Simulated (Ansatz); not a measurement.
A geometry of Cl₂ away from equilibrium: step 3 of the relaxation of a relaxed Cl2 cell, doubled along one cell vector, shaken by Gaussian noise of σ = 0.08 Å a coordinate. Level of theory: PBE (plane waves to 420 eV, PAW, scalar-relativistic; Ansatz, a program for electronic structure). Γ-centred k-mesh 4×8×6 on the run's cell (coarser than for final values), Fermi–Dirac smearing 0.05 eV. The plane waves were selected for a different cell earlier on the path.

```xyz
4
Lattice="-5.1675 5.2718 3.8035 2.5717 -2.6171 1.8580 2.6057 2.6391 -1.8751" Properties=species:S:1:pos:R:3 pbc="T T T"
Cl     0.0257     2.6386     0.6334
Cl    -2.5762     5.3294     3.0006
Cl     0.0392     0.1406    -0.1447
Cl    -2.6312     2.5853     2.0935
```
Spin-polarised start, with parallel moments on Cl.

What forces act on the atoms (eV/Å)?


```csv
atom,Fx,Fy,Fz
Cl1,-0.04,0.95,-0.96
Cl2,0.00,-0.32,0.21
Cl3,-0.01,0.64,-0.10
Cl4,0.05,-1.27,0.86
```

The path ends in P1 (No. 1). No spin polarisation in the result: the starting moments vanished. Without a van der Waals term the distances between weakly bound units are poorly fixed.

The end of the path is a generated cell of Cl2: the first start was made by placing the elements on the sites of a structure type, and the end was not matched to a known phase here, so it may be hypothetical. Known forms of Cl2 include space group No. 64.
